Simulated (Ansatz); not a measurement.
**CdSn₂Te₃: stable or not**

The cell was found from a structure generator's guess, not taken from experiment.

Theory: Ansatz 0.2.0, DFT PBE, scalar-relativistic, plane waves, PAW. Cutoff 420 eV, Γ-centred 6×6×6 mesh (6-atom cell), Gaussian smearing of 0.10 eV, no spin polarisation.

```xyz
6
Lattice="3.6819 2.1257 4.0497 -3.6819 2.1257 4.0497 0.0000 -4.2515 4.0497" Properties=species:S:1:pos:R:3 pbc="T T T"
Cd    0.0000    0.0000    6.0746
Sn    0.0000    0.0000   10.1511
Sn    0.0000    0.0000    1.9981
Te   -1.2383   -2.1066    4.0497
Te   -1.2052    2.1257    4.0497
Te    2.4436   -0.0191    4.0497
```

Formation energies are uncorrected and refer to the elements' standard structures at the same level. The references include grey tin.

Problem. These tests were run: energy against the elements; phonons at Γ. What do they show?

Solution.

```
                       test                            result
energy against the elements                     −0.17 eV/atom
               phonons at Γ  imaginary modes down to 37i cm⁻¹
```

It fails one test: phonons at Γ. So it isn't even a local minimum.

These runs have no spin–orbit coupling, which can matter for Te. The reference form of Te is held partly by dispersion forces, which this level lacks. The run for the phonons used a 6×6×6 k mesh and Fermi–Dirac smearing of 0.15 eV.
